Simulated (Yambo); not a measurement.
Yambo input for CsCl (CsCl type, space group Pm-3m, No. 221) under isotropic strain of -0.7 % on all lattice vectors (a = b = c = 4.0370 Å, α = β = γ = 90.00°), on PBEsol (Quantum ESPRESSO, PseudoDojo norm-conserving, 58 Ry, without SOC) wavefunctions on a 10×10×10 mesh:

```
optics
chi
dipoles
kernel
FFTGvecs= 40 Ry
Chimod= "HARTREE"
NGsBlkXd= 4 Ry
% QpntsRXd
 1 | 1 |
%
% BndsRnXd
 1 | 48 |
%
GrFnTpXd= "R"
% EnRngeXd
 0.0 | 20.0 | eV
%
% DmRngeXd
 0.2 | 0.2 | eV
%
CGrdSpXd= 50
ETStpsXd= 161
% LongDrXd
 1.0 | 0.0 | 0.0 |
%
```

First lines of the file o-*.eps_q1_inv_rpa_dyson:

```
Absorption @ Q(1):   1.00000000     0.00000000     0.00000000    [q->0 direction]
#
# [ X ] Hartree size     :   81
# [GEN] GF Energies     : Perdew, Burke & Ernzerhof SOL(X)+Perdew, Burke & Ernzerhof SOL(C)
# [GEN] Green`s Function     : Retarded
#
# [GEN] Gauge     : Length
# [GEN] [r,Vnl] included     : yes
#
#    E[1] [eV]     Im(eps)     Re(eps)     Im(eps_o)     Re(eps_o)
#
     0.000000     0.16354E-09     2.838268     0.11115E-17     3.340624
     0.125000     0.001036     2.838591     0.001361     3.341049
     0.250000     0.002076     2.839561     0.002726     3.342322
     0.375000     0.003121     2.841180     0.004100     3.344450
     0.500000     0.004177     2.843454     0.005485     3.347436
     0.625000     0.005244     2.846390     0.006887     3.351292
     0.750000     0.006329     2.849996     0.008311     3.356028
     0.875000     0.007432     2.854283     0.009760     3.361658
     1.000000     0.008559     2.859266     0.011239     3.368201
     1.125000     0.009714     2.864959     0.012754     3.375676
     1.250000     0.010900     2.871381     0.014310     3.384108
     1.375000     0.012123     2.878553     0.015913     3.393523
     1.500000     0.013386     2.886499     0.017570     3.403953
     1.625000     0.014697     2.895246     0.019287     3.415433
     1.750000     0.016059     2.904825     0.021072     3.428003
     1.875000     0.017481     2.915270     0.022934     3.441707
     2.000000     0.018969     2.926619     0.024882     3.456596
     2.125000     0.020531     2.938917     0.026927     3.472727
     2.250000     0.022177     2.952211     0.029081     3.490162
     2.375000     0.023917     2.966557     0.031356     3.508973
     2.500000     0.025762     2.982016     0.033768     3.529238
     2.625000     0.027726     2.998657     0.036335     3.551049
     2.750000     0.029824     3.016557     0.039076     3.574506
     2.875000     0.032075     3.035805     0.042016     3.599724
     3.000000     0.034500     3.056502     0.045181     3.626831
     3.125000     0.037122     3.078759     0.048603     3.655977
     3.250000     0.039972     3.102707     0.052321     3.687329
     3.375000     0.043085     3.128497     0.056381     3.721082
     3.500000     0.046504     3.156299     0.060837     3.757461
     3.625000     0.050280     3.186315     0.065760     3.796725
     3.750000     0.054481     3.218781     0.071233     3.839181
     3.875000     0.059187     3.253975     0.077363     3.885192
     4.000000     0.064506     3.292230     0.084290     3.935190
```
(The file goes on to the top of the energy range.) Convergence of the RPA response with its 10×10×10 mesh was not tested.

Geometry strained from the cell relaxed with PBEsol, atoms relaxed again.
